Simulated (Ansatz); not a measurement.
**Does this entry for GeBr4 lie near equilibrium?**

The cell is a computed structure from the Materials Project (it need not be an observed phase).

```cif
data_GeBr4
_symmetry_space_group_name_H-M 'P2_1/c'
_symmetry_Int_Tables_number 14
_cell_length_a 10.4263
_cell_length_b 6.8839
_cell_length_c 10.6255
_cell_angle_alpha 90.000
_cell_angle_beta 102.772
_cell_angle_gamma 90.000
loop_
_atom_site_label
_atom_site_type_symbol
_atom_site_symmetry_multiplicity
_atom_site_Wyckoff_symbol
_atom_site_fract_x
_atom_site_fract_y
_atom_site_fract_z
Ge Ge 4 e 0.2504 0.0715 0.1416
Br5 Br 4 e 0.4282 0.0671 0.3113
Br7 Br 4 e 0.6984 0.0867 0.0295
Br9 Br 4 e 0.8073 0.6148 0.9140
Br11 Br 4 e 0.0776 0.5818 0.6990
```

One atom of each set is listed.

The numbers come from a DFT calculation in Ansatz (PBE, plane waves and PAW, scalar-relativistic, 420 eV cutoff, Γ-centred 3×4×3 k-points, Fermi–Dirac smearing 0.02 eV).

(1) Do the atoms and the cell lie near the calculated equilibrium?

Answers

(1) Nearly. The largest force is 0.32 eV/Å, on atom 7 (Br: 1 Ge at 2.28 Å), and the pressure is 1.4 GPa. Relaxing the atoms is still advisable, since electric field gradients respond to shifts of a few hundredths of an ångström.
